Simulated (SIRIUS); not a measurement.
Set-up for a self-consistent single point of HfN (I4mm, 2 atoms in the cell; from Materials Project mp-2828, changed as shown).

```xyz
2
Lattice="0.0000 2.2559 2.2559 2.2559 0.0000 2.2559 2.2559 2.2559 0.0000" Properties=species:S:1:pos:R:3 pbc="T T T"
Hf     0.0000     0.0000    -0.0400
N      2.2559     2.2559     2.2559
```

All values come from this method and carry its errors: PBE, SSSP 1.1.2 efficiency PBE pseudopotentials (plane waves; SIRIUS).

SIRIUS settings:

- parameters.ngridk = 10 10 10
- parameters.xc_functionals = [XC_GGA_X_PBE, XC_GGA_C_PBE]
- parameters.gk_cutoff = 8.062 1/bohr
- parameters.pw_cutoff = 25.496 1/bohr
- parameters.smearing = cold
- parameters.smearing_width = 0.00367493 Ha
- potentials = SSSP 1.1.2 efficiency PBE pseudopotentials
- parameters.electronic_structure_method = pseudopotential
- parameters.num_bands = 13
- parameters.num_mag_dims = 0
- parameters.num_dft_iter = 100
- parameters.energy_tol = 1e-07 Ha
- parameters.density_tol = 1e-06
- mixer.type = anderson
- mixer.beta = 0.5
- mixer.use_hartree = false

Results:

Number of valence electrons: 17
Number of bands: 13
Number of k-points after the program's reduction: 102
Number of plane waves (most at a k-point): 1390
Number of SCF iterations: 26
FFT grid: 54 × 54 × 54
Free energy E − TS: -1813.2098 eV
Fermi level (on the code's own zero): 18.89 eV
Pressure: 6.08 GPa
Largest force (vector length): 0.454 eV/Å

Forces (eV/Å):
```json
[
 {"atom": "Hf1", "Fx": "0.000", "Fy": "0.000", "Fz": "0.454"},
 {"atom": "N2", "Fx": "0.000", "Fy": "0.000", "Fz": "-0.454"}
]
```

Stress (GPa, positive for compression):
```
5.86  0.00  0.00
0.00  5.86  0.00
0.00  0.00  6.51
```

For comparison: a first run was changed to give this one (atom 1 moved by -0.04 angstrom along z), and from it to this one the free energy goes up by 4.5 meV/atom, the pressure goes from 5.87 to 6.08 GPa and the largest force goes from 0.000 to 0.454 eV/Å.

The structure comes from a collection of computed structures, made at another level of theory; the collection holds predicted forms beside known ones. No clean gap shows at this smearing width and mesh (spacing up to 0.24 Å⁻¹); the mesh is coarse for partly filled bands, so the values carry mesh errors.

Cost on one core: around 50 core-seconds (rough).
